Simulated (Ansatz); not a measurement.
MgH₂Se₂O₆: a run for the field gradients

```yaml
crystal:
  lattice:
    - [5.689381, 0.0, 0.0]
    - [0.0, 5.326555, 0.0]
    - [-5.553712, 0.0, 9.263591]
  atoms:
    - { symbol: Mg, position: [0.0, 0.5, 0.5] }
    - { symbol: Mg, position: [0.0, 0.0, 0.0] }
    - { symbol: H, position: [0.298585, 0.045427, 0.528415] }
    - { symbol: H, position: [0.298585, 0.454573, 0.028415] }
    - { symbol: H, position: [0.701415, 0.954573, 0.471585] }
    - { symbol: H, position: [0.701415, 0.545427, 0.971585] }
    - { symbol: Se, position: [0.683257, 0.319784, 0.664833] }
    - { symbol: Se, position: [0.683257, 0.180216, 0.164833] }
    - { symbol: Se, position: [0.316743, 0.680216, 0.335167] }
    - { symbol: Se, position: [0.316743, 0.819784, 0.835167] }
    - { symbol: O, position: [0.82992, 0.082503, 0.782909] }
    - { symbol: O, position: [0.82992, 0.417497, 0.282909] }
    - { symbol: O, position: [0.17008, 0.917497, 0.217091] }
    - { symbol: O, position: [0.17008, 0.582503, 0.717091] }
    - { symbol: O, position: [0.74985, 0.246829, 0.530794] }
    - { symbol: O, position: [0.74985, 0.253171, 0.030794] }
    - { symbol: O, position: [0.25015, 0.753171, 0.469206] }
    - { symbol: O, position: [0.25015, 0.746829, 0.969206] }
    - { symbol: O, position: [0.318795, 0.221094, 0.569959] }
    - { symbol: O, position: [0.318795, 0.278906, 0.069959] }
    - { symbol: O, position: [0.681205, 0.778906, 0.430041] }
    - { symbol: O, position: [0.681205, 0.721094, 0.930041] }
kpoints:
  mp_grid: { grid: [5, 4, 3] }
scf:
  occupations: { method: fermi_dirac, width: 0.02 }
  max_iter: 100
hamiltonian:
  xc: pbe
  pseudopotentials: { kind: paw }
output:
  forces: true
  stress: true
  populations: true
  efg:
    quadrupole_moments_barn: { Mg: 0.1994, H: 0.00285783, O: -0.02558 }
    contact_densities: true
accuracy: 2.5
```

```sh
ansatz run input.yaml --threads 1 --pin off --max-ram 2560MiB --backend cpu --events-out ev --progress --plain --runs-dir out
```

(1) What happens when this input is run?

## Answers

(1) The program refused the input. The input holds a value of the wrong type. The program says:

```
Error: YAML parse error: error: line 44 column 1: unknown variant `2.5`, expected one of low, medium, high
  --> <input>:44:1
   |
42 |     quadrupole_moments_barn: { Mg: 0.1994, H: 0.00285783, O: -0.0…
43 |     contact_densities: true
44 | accuracy: 2.5
   | ^ unknown variant `2.5`, expected one of low, medium, high
```

Against a sound input the change was `accuracy`: not typed → 2.5; `scf.max_iter`: not typed → 100.

With the sound settings the run converges and gives V_zz (10²¹ V/m²) Mg 0.80 (η 0.71), H 2.43 (η 0.15), Se -34.9 (η 0.49), O11 13.76 (η 0.12), O15 14.05 (η 0.21), O19 -13.14 (η 0.79); a site carries the number of its first atom in the input.
